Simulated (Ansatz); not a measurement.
## KCdF₃: moving Cd off its site

KCdF₃, Pm-3m, a = 4.382 Å (as given, not relaxed at this level: 0.1 GPa). The structure is a Materials Project entry; whether it is the stable form wasn't checked. Ansatz: PBEsol, PAW, 420 eV, Γ-centred 6×6×6 mesh on 5 atoms, Gaussian smearing 0.05 eV; no spin polarisation.

```yaml
crystal:
  lattice:
    - [4.38209, 0.00000, 0.00000]
    - [0.00000, 4.38209, 0.00000]
    - [0.00000, 0.00000, 4.38209]
  atoms:
    - { symbol: K, position: [0.00000, 0.00000, 0.00000] }
    - { symbol: Cd, position: [0.50000, 0.50000, 0.50000] }
    - { symbol: F, position: [0.00000, 0.50000, 0.50000] }
    - { symbol: F, position: [0.50000, 0.00000, 0.50000] }
    - { symbol: F, position: [0.50000, 0.50000, 0.00000] }
```

Atom 2 (Cd) moves by x along the unit vector (-1.000, 0.000, 0.000), with its periodic images; all else is held. y is the free energy of the cell over the start, F the force along the path summed over the moved atoms. Symmetry makes y even in x.

| x (Å) | y (meV) | F (eV/Å) |
| --- | --- | --- |
| -0.200 | ? | ? |
| -0.100 | 49.6 | 1.02 |
| 0.000 | 0.0 | 0.00 |
| 0.025 | 3.0 | -0.24 |
| 0.050 | 12.1 | -0.49 |
| 0.075 | 27.6 | -0.75 |
| 0.125 | 78.7 | -1.32 |
| 0.150 | 115.6 | -1.64 |
| 0.175 | 160.9 | -1.99 |

Question: Fit y = c2 x² + c4 x⁴ to the energies of the other rows, give the force constant, and predict energy and force of the missing row.

Answer: Least squares on the rows shown. y = 4815.9 x² + 14297 x⁴. The force constant is 2 c2 = 9.63 eV/Å² (for all images moving together, not for a lone atom). The force −dy/dx at the missing row is 2.38 eV/Å (computed 2.39). At x = -0.200 the fit asked for gives 215.5 meV. The run gave 215.6 meV, so the fit is 0.1 meV too low, a small miss on the scale of the series.

Symmetry holds off the tilts and polar distortions that many cubic perovskites undergo.